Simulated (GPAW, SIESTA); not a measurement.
Given: the input of a run of GPAW 26.7.0 (ASE script) on BiTe. Atoms were shifted at random by some hundredths of an Å from the given cell, which wasn't relaxed again for these runs. 

File run.py:

```python
from ase.dft.bandgap import bandgap
from ase.io import read, write
from ase.units import GPa
from gpaw import GPAW, PW

atoms = read('POSCAR')

calc = GPAW(mode=PW(600),
            xc='PBE',
            kpts={'size': (7, 7, 7), 'gamma': True},
            occupations={'name': 'fermi-dirac', 'width': 0.05},
            nbands=20,
            convergence={'density': 1e-05, 'energy': 1e-05},
            maxiter=150,
            txt='gpaw.txt')
atoms.calc = calc
energy = atoms.get_potential_energy()
forces = atoms.get_forces()
stress = atoms.get_stress()
calc.write('gs.gpw')
write('result.traj', atoms)
print(f'Energy: {energy:.6f} eV')
print('Forces (eV/A):')
print(forces.round(4))
print('Stress (GPa):', (stress / GPa).round(3))
print('Fermi level:', round(calc.get_fermi_level(), 4), 'eV')
print(f'Gap: {bandgap(calc)[0]:.4f} eV, direct: {bandgap(calc, direct=True)[0]:.4f} eV')
```

POSCAR

```
BiTe
1.0
    0.0000000000      3.2350000000      3.2350000000
    3.2350000000      0.0000000000      3.2350000000
    3.2350000000      3.2350000000      0.0000000000
Bi Te
1 1
Direct
   -0.0170560000     -0.0088040000      0.0238150000
    0.4961140000      0.4922550000      0.5021870000
```

Potentials or basis: GPAW PAW data sets (gpaw-data 1.2.1), pw.

Run with:

```bash
$ OMP_NUM_THREADS=1 python run.py
```

Question: Translate it to SIESTA 5.4.2. Potentials or basis there: files PseudoDojo sr-pbe-0.4.1-standard, DZP (energy shift 0.003 Ry; two zetas on semicore shells).

Answer: As run (cutoffs and basis follow the program's own potentials, and thresholds, step limits or extra output files can differ):

Contents of BiTe.fdf:

```
SystemName                      BiTe
SystemLabel                     BiTe
NumberOfSpecies                 2
NumberOfAtoms                   2
%block ChemicalSpeciesLabel
  1  83 Bi
  2  52 Te
%endblock ChemicalSpeciesLabel

LatticeConstant                 1.0 Ang
%block LatticeVectors
     0.0000000000     3.2350000000     3.2350000000
     3.2350000000     0.0000000000     3.2350000000
     3.2350000000     3.2350000000     0.0000000000
%endblock LatticeVectors
AtomicCoordinatesFormat         Ang
%block AtomicCoordinatesAndAtomicSpecies
     0.0485605850     0.0218653650    -0.0836571000  1
     3.2170198700     3.2295037350     3.1973737150  2
%endblock AtomicCoordinatesAndAtomicSpecies

%block kgrid.MonkhorstPack
    7   0   0  0.0
    0   7   0  0.0
    0   0   7  0.0
%endblock kgrid.MonkhorstPack
XC.Functional                   GGA
XC.Authors                      PBE
PAO.BasisSize                   DZP
PAO.EnergyShift                 0.003 Ry
Mesh.Cutoff                     500 Ry
OccupationFunction              FD
ElectronicTemperature           0.05 eV
MaxSCFIterations                120
SCF.MustConverge                false
SCF.Mixer.Method                Pulay
SCF.Mixer.Weight                0.25
SCF.Mixer.History               8
SCF.DM.Tolerance                5.0e-05
SCF.H.Tolerance                 1.0e-03 eV
WriteForces                     true
Charge.Mulliken                 end
%block PAO.Basis
  Bi 4
  n=6 0 2
    5.784 0.000
  n=6 1 2
    8.130 0.000
  n=5 2 2
    3.882 0.000
  n=6 2 1
    8.130
  Te 4
  n=5 0 2
    5.635 0.000
  n=5 1 2
    7.297 0.000
  n=4 2 2
    3.260 0.000
  n=5 2 1
    7.297
%endblock PAO.Basis
```

Potentials or basis: PseudoDojo 0.4 standard (PBE files), converted to PSML, two zetas on semicore shells, DZP (energy shift 0.003 Ry; two zetas on semicore shells).

Command:

```sh
$ siesta < BiTe.fdf > BiTe.out 2>&1
```

Both were run:

|  | GPAW | SIESTA |
| --- | --- | --- |
| Pressure | 0.8 GPa | 1.8 GPa |
| Largest force | 0.242 eV/Å | 0.299 eV/Å |
| Energy over the undisturbed cell | 5.2 meV/atom | 6.3 meV/atom |

The potentials hold 21 and 31 valence electrons a cell.

Pressure is positive in compression.
